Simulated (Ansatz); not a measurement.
La2CuSi3:
```
La2CuSi3
1.0
    4.13173     0.00000     0.00000
   -2.06586     3.57818     0.00000
    0.00000     0.00000     8.71813
La Si Cu
2 3 1
Direct
  0.33333   0.66667   0.24674
  0.33333   0.66667   0.75326
  0.66667   0.33333   0.50000
  0.00000   0.00000   0.00000
  0.00000   0.00000   0.50000
  0.66667   0.33333   0.00000
```

Relaxed with r²SCAN. Special points in fractions of this cell's reciprocal vectors: Γ (0.000, 0.000, 0.000); M (0.500, 0.000, 0.000); K (0.333, 0.333, 0.000); A (0.000, 0.000, 0.500); L (0.500, 0.000, 0.500); H (0.333, 0.333, 0.500).

### Question
List the band energies nearest the Fermi level at these points for plane-wave PAW r²SCAN (Ansatz code).

### Answer
In eV from the Fermi level; about four levels below and three above (degenerate sets whole), none deeper than 8.9 eV; points with the same levels are listed once.

```
k                          below                above
-  -----------------------------  -------------------
Γ  -2.83 -2.83 -1.00 -0.76 -0.34  0.07 0.07 0.61 0.61
M        -2.05 -1.42 -0.98 -0.25       1.56 1.66 2.37
K        -2.13 -1.95 -1.92 -0.53       0.54 1.42 1.51
A  -2.78 -2.78 -2.78 -2.47 -0.74  0.16 0.16 0.36 0.36
L        -1.49 -1.35 -1.17 -0.43       0.63 1.36 2.51
H        -2.40 -1.91 -1.89 -0.71       0.23 2.11 2.17
```

Space group P-6m2. The workflow started from a Materials Project entry (that database holds measured and hypothetical structures alike); the Crystallography Open Database copy checked does not list it. With Si and Cu taken as one species the cell has the higher symmetry P6/mmm, so it may be an ordered model of a mixed-site phase. Its standing as an ambient phase is unchecked. The r²SCAN relaxation kept the symmetry of its start; its stability against distortions is not shown here. No spin polarisation was allowed. Spin–orbit coupling is left out wherever it is not named.

Potentials: the earlier of the program's two PAW sets.
